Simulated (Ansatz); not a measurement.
HfN:
```cif
data_Hf4N4
_chemical_formula_sum 'N4 Hf4'
_space_group_name_H-M_alt 'Fm-3m'
_space_group_IT_number 225
_space_group_name_Hall '-F 4 2 3'
_cell_length_a 4.52550
_cell_length_b 4.52550
_cell_length_c 4.52550
_cell_angle_alpha 90.000
_cell_angle_beta 90.000
_cell_angle_gamma 90.000
loop_
_atom_site_label
_atom_site_type_symbol
_atom_site_symmetry_multiplicity
_atom_site_Wyckoff_symbol
_atom_site_fract_x
_atom_site_fract_y
_atom_site_fract_z
_atom_site_occupancy
N1 N 4 a 0.00000 0.00000 0.00000 1
Hf1 Hf 4 b 0.50000 0.50000 0.50000 1
```
(The calculation used a cell of 2 atoms; values per cell refer to that cell.)

Relaxed with r²SCAN.

Q: Decompose the optical modes at the zone centre into irreducible representations, and say which are infrared and Raman allowed.

A: Point group m-3m: Γ_opt = T1u. Infrared: T1u. Raman: none.

Q: Assign frequencies (DFPT, DFT-r²SCAN in the program Ansatz with PAW potentials).

A: T1u 492 cm⁻¹.

The r²SCAN relaxation kept the symmetry of its start; of distortions, only those at the zone centre were tested. The run is not spin-polarised. With an odd number of electrons in the cell and no spin polarisation, the count alone makes it a metal. As this level gives no gap, phonon frequencies hold no LO–TO term and depend on the k-mesh and smearing (Fermi–Dirac, 0.1 eV here). Scalar-relativistic: spin–orbit coupling is off unless named, which matters more the heavier the elements.

Potentials: the later of the program's two PAW sets.
